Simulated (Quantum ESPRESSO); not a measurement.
Space group F-43m (No. 216); a = b = c = 5.882 Å, α = β = γ = 90.00°

| atom | site | symmetry | x | y | z |
|---|---|---|---|---|---|
| Zn | 4d | -43m | 0.7500 | 0.7500 | 0.7500 |
| Te | 4b | -43m | 0.5000 | 0.5000 | 0.5000 |
(The calculation used a cell of 2 atoms; values per cell refer to that cell.)

The PBEsol cell relaxed from Materials Project entry mp-2176 was given an isotropic strain of -3 % on all lattice vectors, and the atoms were relaxed again.

Question: What does PBEsol (Quantum ESPRESSO, PseudoDojo norm-conserving, 84 Ry, no spin-orbit coupling) give for the electronic structure near the Fermi level?

Answer: The PBEsol gap is direct, 1.69 eV at Γ. Spin-orbit coupling is left out, which matters for elements this heavy: edges can move by tenths of an eV.
